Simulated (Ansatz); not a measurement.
Consider the following.

TiC:
```
TiC
1.0
    3.60487     0.00000     0.00000
   -1.80244     3.12191     0.00000
    0.00000     0.00000     4.28511
Ti C
2 2
Cartesian
  0.00000   2.08127   1.07128
  1.80244   1.04064   3.21383
  0.00000   2.08127   3.21383
  1.80244   1.04064   1.07128
```

This is the r²SCAN-relaxed structure.

Task: All from r²SCAN in the plane-wave PAW code Ansatz, unless another level is named. Predict the electronic character.

Result: metallic (no gap).

Task: Next, the density of states at the Fermi level?

Result: 0.10 states/eV per atom (mean over ±0.08 eV).

Task: And the formation energy from the elements (no fitted shifts)?

Result: -0.74 eV/atom.

Space group P6_3/mmc. The start of the workflow was typed in or built on a structure type; neither database checked (COD, Materials Project) lists it. It is not the phase usual at ambient conditions (space group No. 225). Symmetry was held in the r²SCAN relaxation; whether a distortion lowers the energy is not shown. No spin polarisation was allowed. The volume moved by -16 % from the start of the relaxation. The references are the lowest solids computed at this level, not always the standard phases.

Potentials: the later of the program's two PAW sets.
